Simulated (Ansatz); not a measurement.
Sc (hcp, Mg type)

```
Sc
1.0
    3.31943     0.00000     0.00000
   -1.65971     2.87471     0.00000
    0.00000     0.00000     5.16637
Sc
2
Cartesian
  0.00000   1.91647   3.87478
  1.65971   0.95824   1.29159
```

The slice is a (-1 1 0 2) plane (indices of the conventional cell) through the point (0.667, 0.333, 0.250) (fractional), spanned by u = [110] and v = [1 -1 1] in vectors of this cell: u (3.32 Å) and v (7.73 Å, at 90° to u). It covers one period; positions are fractions (u, v).

Computed with PBE (plane waves to 420 eV, PAW, scalar-relativistic; Ansatz, a program for electronic structure). k mesh 16×16×9. Inside the PAW spheres the values are not all-electron values, and peaks at nuclei hang on which shells count as valence. Sc is run without spin polarisation. Sc was relaxed with its symmetry unable to fall.

Task: What is the valence density on the shortest Sc–Sc line in this plane (3.32 Å), at its midpoint?

Result: 0.11 e/Å³.

Task: What is the ELF at the midpoint of the shortest Sc–Sc line in this plane (3.32 Å)?

Result: 0.29.

Task: Sketch the electrostatic potential energy of an electron, from the cell's mean on this plane as a map.

Result: 
| v \ u | 0.00 | 0.14 | 0.29 | 0.43 | 0.57 | 0.71 | 0.86 |
|---|---|---|---|---|---|---|---|
| 0.94 | x | x | <1.0 | 5.6 | 5.6 | <1.0 | x |
| 0.84 | 1.5 | 3.3 | 6.5 | 8.5 | 8.5 | 6.5 | 3.3 |
| 0.75 | 4.1 | 5.2 | 7.2 | 8.5 | 8.5 | 7.2 | 5.2 |
| 0.66 | x | x | 2.4 | 6.6 | 6.6 | 2.4 | x |
| 0.56 | x | x | <1.0 | 6.5 | 6.5 | <1.0 | x |
| 0.47 | <1.0 | 2.3 | 5.4 | 7.2 | 7.2 | 5.4 | 2.3 |
| 0.38 | 8.0 | 7.5 | 6.0 | 4.5 | 4.5 | 6.0 | 7.5 |
| 0.28 | 9.0 | 8.2 | 5.8 | 3.5 | 3.5 | 5.8 | 8.2 |
| 0.19 | 5.7 | 6.1 | 6.5 | 6.6 | 6.6 | 6.5 | 6.1 |
| 0.09 | x | x | 1.4 | 6.5 | 6.5 | 1.4 | x |
| 0.00 | x | x | x | 4.6 | 4.6 | x | x |

Values: electrostatic potential energy of an electron, from the cell's mean, in eV. Points within 1 Å of a nucleus are blanked (x), as the pseudised field means little there. Values under 1 eV are set to 1. The zero, the cell's mean, hangs on the PAW cores.
